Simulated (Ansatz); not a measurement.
NaCoO2:
```yaml
crystal:
  lattice:
    - [1.44486, 0.83419, 5.12188]
    - [-1.44486, 0.83419, 5.12188]
    - [0.00000, -1.66838, 5.12188]
  atoms:
    - { symbol: Na, position: [0.00000, 0.00000, 0.00000] }
    - { symbol: Co, position: [0.50000, 0.50000, 0.50000] }
    - { symbol: O, position: [0.22915, 0.22915, 0.22915] }
    - { symbol: O, position: [0.77085, 0.77085, 0.77085] }
```

x, y and z are the axes in which the lattice vectors are written.

Give the high-frequency dielectric tensor and the Born effective charge tensors of the independent atoms from DFPT, PBEsol (plane waves, PAW; program Ansatz).


ε∞:
```
10.0  0.00  0.00
0.00  10.0  0.00
0.00  0.00  4.14
```
Z* of atom 1 (Na), rows: field, columns: displacement, in e:
```
0.94  0.00  0.00
0.00  0.94  0.00
0.00  0.00  1.54
```
Z* of atom 2 (Co), rows: field, columns: displacement, in e:
```
2.59  0.00  0.00
0.00  2.59  0.00
0.00  0.00  0.73
```
Z* of atom 3 (O), rows: field, columns: displacement, in e:
```
-1.76   0.00   0.00
 0.00  -1.76   0.00
 0.00   0.00  -1.13
```

Static charges for comparison (Bader): Na1 +0.84, Co2 +1.29, O3 -1.06 e. Born charges measure polarisation by displacement and can exceed these by far.

Space group R-3m. The workflow started from a Materials Project entry (that database holds measured and hypothetical structures alike); the Crystallography Open Database copy checked does not list it. Its standing as an ambient phase is unchecked. Symmetry was held in the PBEsol relaxation; whether a distortion lowers the energy is not shown. The run is not spin-polarised. No Hubbard U is applied.

Potentials: the later of the program's two PAW sets.
